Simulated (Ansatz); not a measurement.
All numbers below come from DFT PBE, scalar-relativistic, plane waves, PAW (Ansatz 0.2.0). Settings: cutoff 420 eV, Γ-centred meshes spaced at most about 0.3 Å⁻¹, and about 0.25 Å⁻¹ or finer for metals (2π included), Gaussian smearing. No spin polarisation in the final relaxations.

These are static total energies at zero pressure.

Two relaxed structures of In4Sb:

A.

```
In Sb
1.0
     5.58134    0.00000    0.00000
     0.00000    5.58134    0.00000
     0.00000    0.00000    5.58134
In Sb
4 1
Direct
  0.00000 0.50000 0.50000
  0.50000 0.00000 0.50000
  0.50000 0.50000 0.00000
  0.50000 0.50000 0.50000
  0.00000 0.00000 0.00000
```

B.

```
In Sb
1.0
     4.44002   -5.22778    0.00000
     4.44002    5.22778    0.00000
     0.00000    0.00000    3.28240
In Sb
4 1
Direct
  0.16929 0.16929 0.50000
  0.83071 0.83071 0.50000
  0.00000 0.50000 0.00000
  0.50000 0.00000 0.00000
  0.50000 0.50000 0.00000
```

Task: Which is lower in energy, and by how much?

Result: B is lower, by 0.33 eV/atom. A has space group Pm-3m (No. 221), 34.8 Å³/atom and no gap on its mesh; B has space group Cmmm (No. 65), 30.5 Å³/atom and no gap. Counting In atoms around Sb (those within 1.25 times the shortest such distance or 1.15 times the sum of covalent radii; a plus sign parts nearer from farther groups; the shortest distance is added where it is long for a bond), A has Sb 12+8 from 3.9 Å and B has Sb 8 from 3.4 Å. The denser one is the lower, and pressure would at first widen the difference. Even the lower one lies +0.09 eV/atom against the reference forms of the elements (uncorrected), so neither is stable at this level. Both come from invented guesses.

Spin–orbit coupling, which can matter for Sb, is left out. Cells relaxed within their symmetry can be saddle points.
